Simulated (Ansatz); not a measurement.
The start is a relaxed CoSn cell with one Sn and one Co atom exchanged in a cell of 6 atoms. The structure is fully relaxed (lattice and positions, P = 0) with PBEsol (plane waves to 420 eV, PAW, scalar-relativistic; Ansatz, an electronic-structure program). The first steps use a coarse 7×7×8 k-mesh.

Input geometry:
```yaml
crystal:
  lattice:
    - [5.21781, 0.00000, 0.00000]
    - [-2.60891, 4.51876, 0.00000]
    - [0.00000, 0.00000, 4.17247]
  atoms:
    - { symbol: Sn, position: [0.50000, 0.00000, 0.00000] }
    - { symbol: Co, position: [0.50000, 0.50000, 0.00000] }
    - { symbol: Co, position: [0.00000, 0.50000, 0.00000] }
    - { symbol: Sn, position: [0.00000, 0.00000, 0.00000] }
    - { symbol: Sn, position: [0.33333, 0.66667, 0.50000] }
    - { symbol: Co, position: [0.66667, 0.33333, 0.50000] }
```

Q: What pressure does the first self-consistent step give?

A: +10.3 GPa (positive: the cell is compressed).

Q: Is the parent structure recovered?

A: It does not go back: it is caught in Cmmm (No. 65), 0.33 eV/atom above the parent.

Q: How do the shortest distances between atoms change?

A: The closest pairs of elements (up to four, under 3.6 Å), start → end: Co–Sn 2.57 → 2.46 Å; Sn–Sn 2.57 → 2.98 Å; Co–Co 2.57 → 2.61 Å.

Q: Is the relaxed structure metallic? Give its gap.

A: No gap (metallic).

Q: The last rounds were run with spin polarisation. What moments result?

A: Net 0.33 μB/atom, ferromagnetic.

Q: What does it relax into? Give the structure.

A: 
Space group Cmmm (No. 65); a = 5.9007 Å, b = 8.4852 Å, c = 4.1229 Å, α = β = γ = 90.00°

| atom | site | symmetry | x | y | z |
|---|---|---|---|---|---|
| Sn | 4i | m2m | 0.0000 | 0.2753 | 0.0000 |
| Co | 4g | 2mm | 0.2283 | 0.0000 | 0.0000 |
| Sn | 2d | mmm | 0.5000 | 0.5000 | 0.5000 |
| Co | 2c | mmm | 0.0000 | 0.5000 | 0.5000 |
(The calculation used a cell of 6 atoms; values per cell refer to that cell.)

Final values are on a 10×10×11 k-mesh of the relaxed cell. The first round had no spin; a later round switched it on. Spin state reached: ferromagnetic (net 0.33 μB/atom); other spin orders were not run from this start.

The run could not lose the symmetry of its start, so the end can be a saddle point.

The relaxed structure here is a generated cell of CoSn: the first start was made by placing the elements on the sites of a structure type, and the end was not matched to a known phase here, so it may be hypothetical. Known forms of CoSn include space group No. 191.
